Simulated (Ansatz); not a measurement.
Values for one crystal, relaxed and computed with PBE in the plane-wave PAW code Ansatz; other levels are named.

| Quantity | Value |
|---|---|
| Volume per atom | 28.73 Å³ |
| Band gap | 0.42 eV (indirect) |
| Electron effective mass | 0.21, 1.1, 3.0 mₑ (principal values) |
| Valence-band maximum | at Γ |
| Formation energy from the elements (no fitted shifts) | -1.36 eV/atom |
| Hole effective mass, band 2 of 2 at the edge | 0.13 along x, 6.9 along z (mₑ) |
| Smallest direct gap on the standard path | 1.11 eV |

Which of these materials gives this?
A. MgF2, rutile
B. SnSe2, R-3m (Sn on 3a, Se on 6c)
C. KF, rock salt
D. ZrSe2, CdI2 type

D, ZrSe2, CdI2 type

Space group P-3m1 (CdI2 type). The cell was relaxed with PBE under the symmetry of its start. No spin polarisation was allowed. A crystal of weakly bound layers computed without a dispersion correction: the cell and the soft elastic constants depend strongly on that. The references are the lowest solids computed at this level, not always the standard phases. Spin–orbit coupling is left out wherever it is not named.

Potentials: the later of the program's two PAW sets.
